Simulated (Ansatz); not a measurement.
## Relaxing a structure of CrI3

The start is a generated trial cell of CrI3 in the AlF3 structure type. Cell shape, volume and atoms are optimised at zero target pressure with PBEsol (plane waves to 420 eV, PAW, scalar-relativistic; Ansatz, an electronic-structure program). The first steps use a coarse 4×4×4 k-mesh.

The start:
```
CrI3
1.0
    3.58717     2.07105     6.05853
   -3.58717     2.07105     6.05853
    0.00000    -4.14211     6.05853
Cr I
2 6
Cartesian
  0.00000   0.00000   4.30761
  0.00000   0.00000  13.86797
 -0.50220   2.07105   6.05853
 -1.54248  -1.47045   6.05853
  2.04469  -0.60061   6.05853
 -3.08497   0.00000   9.08779
  1.54248  -2.67166   9.08779
  1.54248   2.67166   9.08779
```
Spin-polarised start, with parallel moments on Cr.

Question: How large is the pressure on the unrelaxed cell, and of which sign?

Answer: +5 GPa (positive: the cell is compressed).

Question: What is the largest force in the starting geometry, and on which atom (counted from 1)?

Answer: About 2.3 eV/Å, on Cr1, Cr2 (atoms numbered as listed).

Question: Does the structure survive the relaxation? Give the final space group.

Answer: The space group goes from R32 (No. 155) to R-3c (No. 167), with 8 atoms in the primitive magnetic cell.

Question: How does the volume per atom move from start to end?

Answer: -10.2 %, from 33.76 to 30.32 Å³/atom.

Question: How do the shortest distances between atoms change?

Answer: The closest pairs of elements (up to four, under 3.6 Å), start → end: Cr–I 2.49 → 2.71 Å.

Question: What magnetic moments remain?

Answer: Net 0.75 μB/atom, ferromagnetic.

Final values are on a 9×9×9 k-mesh of the relaxed cell. Spin state reached: ferromagnetic (net 0.75 μB/atom), from parallel starting moments; other spin orders were not run from this start.

The run could not lose the symmetry of its start; a randomly shaken copy of 8 atoms returns to this structure.

The relaxed structure here is a generated cell of CrI3: the first start was made by placing the elements on the sites of a structure type, and the end was not matched to a known phase here, so it may be hypothetical. Known forms of CrI3 include space group No. 148.
